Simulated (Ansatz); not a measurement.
An Ansatz (a program for electronic structure) run. Input:

Ansatz 0.2 input:
```yaml
crystal:
  lattice:
    - [3.809011378, 0.0, 0.0]
    - [0.0, 3.809011378, 0.0]
    - [0.0, 0.0, 3.809011378]
  atoms:
    - { symbol: Ni, position: [0.0, 0.5, 0.5] }
    - { symbol: Ni, position: [0.5, 0.0, 0.5] }
    - { symbol: Ni, position: [0.5, 0.5, 0.0] }
    - { symbol: Sn, position: [0.0, 0.0, 0.0] }
    - { symbol: N, position: [0.5, 0.5, 0.5] }
kpoints:
  mp_grid: { grid: [22, 22, 22] }
hamiltonian:
  xc: lda
  pseudopotentials: { kind: paw }
scf:
  occupations: { method: fermi_dirac, width: 0.1 }
elastic: { mode: relaxed_ion, stencil: two_point, amplitude: 0.005, f_tol: 0.0005 }
```

Output (shortened):

```
Pseudopotentials: kind: paw
Pseudopotential: Ni, paw, valence charge 18
Pseudopotential: Sn, paw, valence charge 14
Pseudopotential: N, paw, valence charge 5
Functional definition: SPW92
Crystal: 5 atoms, lattice volume = 55.263 Å³
Basis set: ecut = 420 eV, 1045 PW (Γ)
Bands: 44, of which v1, the nominal top of the filled ones, is band 37 counted from 1 (36 counted from 0)
Symmetry: 48 space group operations
Space group: Pm-3m (ITA 221), of the structure as read, at distance tolerance 3.8e-5 Å
k-points: 364 of 10648
PAW frozen core: Ni, regenerated for the run's functional, and the local potential with it
PAW frozen core: Sn, regenerated for the run's functional, and the local potential with it
PAW frozen core: N, regenerated for the run's functional, and the local potential with it
Initial wavefunctions: pseudopotential atomic-orbital guess
Eigensolver: davidson
Functional: x = slater, c = lda
all-band conjugate gradients solve this SCF's bands
SCF 1 converged in 12 iterations: F = -23574.097490 eV  dr2 = 4.14e-14
density extrapolation: transplant  |δρ|_rms = 6.435e-2 e/Å³  SAD shift = 1.714e-2 e/Å³
Crystal: 5 atoms, lattice volume = 54.987 Å³
Symmetry: 16 space group operations
k-points: 936 of 10648
Initial density: handed on by an earlier stage of this run
Initial wavefunctions: those handed on with the density
SCF 2 converged in 13 iterations: F = -23574.095411 eV  dr2 = 1.63e-14
density extrapolation: first-order (α = -2.000)  |δρ|_rms = 6.435e-2 e/Å³  SAD shift = 1.701e-2 e/Å³
Crystal: 5 atoms, lattice volume = 55.540 Å³
SCF 3 converged in 9 iterations: F = -23574.096767 eV  dr2 = 3.73e-14
density extrapolation: transplant  |δρ|_rms = 6.435e-2 e/Å³  SAD shift = 9.654e-3 e/Å³
Crystal: 5 atoms, lattice volume = 55.263 Å³
Symmetry: 8 space group operations
k-points: 1596 of 10648
SCF 4 converged in 9 iterations: F = -23574.097324 eV  dr2 = 3.45e-14
density extrapolation: first-order (α = -2.000)  |δρ|_rms = 6.435e-2 e/Å³  SAD shift = 9.654e-3 e/Å³
Crystal: 5 atoms, lattice volume = 55.263 Å³
SCF 5 converged in 8 iterations: F = -23574.097324 eV  dr2 = 4.63e-14
SCF converged after 12 iterations
Free energy (F): -23574.097490 eV
Harris-Foulkes:  -23574.097490 eV  (|F-HF|=3.64e-12)
Internal energy: -23573.992402 eV  (E = F + TS)
E sigma→0 (E₀):  -23574.044946 eV
Entropy (-TS):   -0.105088 eV (-21.018 meV/atom)
Fermi energy:    18.217991 eV
--- Per-component energies (eV) ---
  E_band       = -815.078124
  E_kinetic    = 1180.786678
  E_local      = -11904.109660  (includes V_loc(G=0)·N_el)
  E_nonlocal   = 1953.164671
  E_hartree    = 5220.658313
  E_xc         = -694.126248
  E_vxc        = -505.824668  (∫ρ·V_xc dr)
  E_paw        = -8818.528057  (= ΣΔE_a)
  E_vpaw       = -1980.413224  (= ΣTr[D̂ρ^β])
  E_aug_tail   = 0.001456  (compensation charges beyond the density's cutoff)
  E_ewald      = -10513.646859
  E_core_change = 1.807304  (= ΣΔE_core)
  E_smearing   = -0.105088  (= −TS)
  E_closure    =  0.000000  (closes the sum)
  Σ components = -23574.097490   (vs F -23574.097490, Δ=0.00e0)
--- Forces (eV/Å), atoms counted from 1 ---
  atom   1  Ni     0.00000000     0.00000000     0.00000000
  atom   2  Ni     0.00000000     0.00000000     0.00000000
  atom   3  Ni     0.00000000     0.00000000     0.00000000
  atom   4  Sn     0.00000000     0.00000000     0.00000000
  atom   5  N      0.00000000     0.00000000     0.00000000
  max |Σ_I F_I| component: 0.0 eV/Å
--- Stress (GPa, compression-positive) ---
        0.380503       0.000000       0.000000
        0.000000       0.380503       0.000000
        0.000000       0.000000       0.380503
  P = ⅓ Tr σ = 0.3805 GPa (3.805 kbar)
  The stress holds the Pulay correction. Without it, at fixed plane waves, as pw.x and ABINIT print it: P = 0.0377 GPa
  The stress includes an estimate of the error left by incomplete SCF convergence (largest component  0.0000 GPa; it does not cover the PAW one-centre terms).
--- Band table (eV; the first three rows and the last of 364) ---
  k-point 0: bands = ["-84.5639", "-84.5512", "-84.5512", "-45.7439", "-45.7439", "-45.7439", "-45.2545", "-45.2545", "-45.2545", "-45.2474", "-45.2474", "-45.2474", "-3.6568", "-3.6568", "-3.6247", "-3.6247", "-3.6247", "0.7954", "7.5142", "12.5075", …
  k-point 1: bands = ["-84.5639", "-84.5512", "-84.5512", "-45.7438", "-45.7438", "-45.7438", "-45.2546", "-45.2545", "-45.2545", "-45.2474", "-45.2474", "-45.2474", "-3.6566", "-3.6556", "-3.6248", "-3.6248", "-3.6246", "0.8055", "7.5223", "12.4437", …
  k-point 2: bands = ["-84.5637", "-84.5514", "-84.5512", "-45.7438", "-45.7438", "-45.7437", "-45.2548", "-45.2544", "-45.2544", "-45.2476", "-45.2476", "-45.2475", "-3.6560", "-3.6520", "-3.6252", "-3.6252", "-3.6244", "0.8353", "7.5453", "12.2705", …
  k-point 363: bands = ["-84.5554", "-84.5554", "-84.5554", "-45.8065", "-45.7093", "-45.7093", "-45.2808", "-45.2808", "-45.2808", "-45.2243", "-45.2243", "-45.2243", "-3.6606", "-3.6606", "-3.6606", "-3.5645", "-3.5645", "2.3849", "9.9331", "9.9331", …
  band table: 44 of 44 bands, residual norms ≤ 1.0e-3 eV
--- Elastic constants: 2 strain directions × 2 members + reference (group order 48) ---
  dense FFT box of the reference and of every strained cell: 27×27×27
  strains applied: 11, 23; error gains: componentwise 1.00 (the most a stress slope's error grows in a printed constant), spectral 1.73 (1 for all six strains …
  C = ∂σ_k/∂η_j (tension-positive GPa; Voigt order 11 22 33 23 13 12):
       328.445    162.861    162.861      0.000      0.000      0.000
       162.861    328.445    162.861      0.000      0.000      0.000
       162.861    162.861    328.445      0.000      0.000      0.000
         0.000      0.000      0.000     40.670      0.000      0.000
         0.000      0.000      0.000      0.000     40.670      0.000
         0.000      0.000      0.000      0.000      0.000     40.670
  reference stress σ⁰ (GPa):     -0.381     -0.381     -0.381      0.000      0.000      0.000
  moduli (Voigt/Reuss/Hill, GPa): K = 218.06/218.06/218.06   G = 57.52/51.06/54.29   E = 150.39   ν = 0.385
  mechanically stable: yes (min eigenvalue of sym C = 40.67 GPa)
  strain η (Voigt 11):  stress-route row diagonal C_11 = 328.45 GPa, energy-path curvature d²(F+E_count+ΔE)/dδ²/Ω₀ = 328.30 GPa
         δ    σ_11 (GPa)             F (eV)   n_scf  n_hpsi   n_pw
    -5.000e-3      -2.0639      -23574.0954111      13  950270   1100   relax 0 steps, max|allowed force component| 0.0 eV/Å
     5.000e-3       1.2205      -23574.0967675       9  691948   1108   relax 0 steps, max|allowed force component| 0.0 eV/Å
  strain η (Voigt 23):  stress-route row diagonal C_44 = 40.67 GPa, energy-path curvature d²(F+E_count+ΔE)/dδ²/Ω₀ = 40.80 GPa
         δ    σ_23 (GPa)             F (eV)   n_scf  n_hpsi   n_pw
    -5.000e-3      -0.2034      -23574.0973243       9  1316067   1108   relax 0 steps, max|allowed force component| 0.0 eV/Å
     5.000e-3       0.2034      -23574.0973243       8  1152067   1108   relax 0 steps, max|allowed force component| 0.0 eV/Å
```

Cost: roughly 16 core-minutes on shared cores.

The workflow started from a Materials Project entry (that database holds measured and hypothetical structures alike); the Crystallography Open Database copy checked does not list it. Whether it is the stable phase at ambient conditions was not checked. The LDA relaxation kept the symmetry of its start. At this level the phase is dynamically unstable (imaginary phonons). The run is not spin-polarised. As this level gives no gap, shear constants depend on the k-mesh and smearing (Fermi–Dirac, 0.1 eV here). On the denser mesh and wider smearing of the elastic run this cell carries a stress of 0.4 GPa. Scalar-relativistic: spin–orbit coupling is off unless named, which matters more the heavier the elements.

Potentials: the later of the program's two PAW sets.

Ansatz is a plane-wave DFT program.
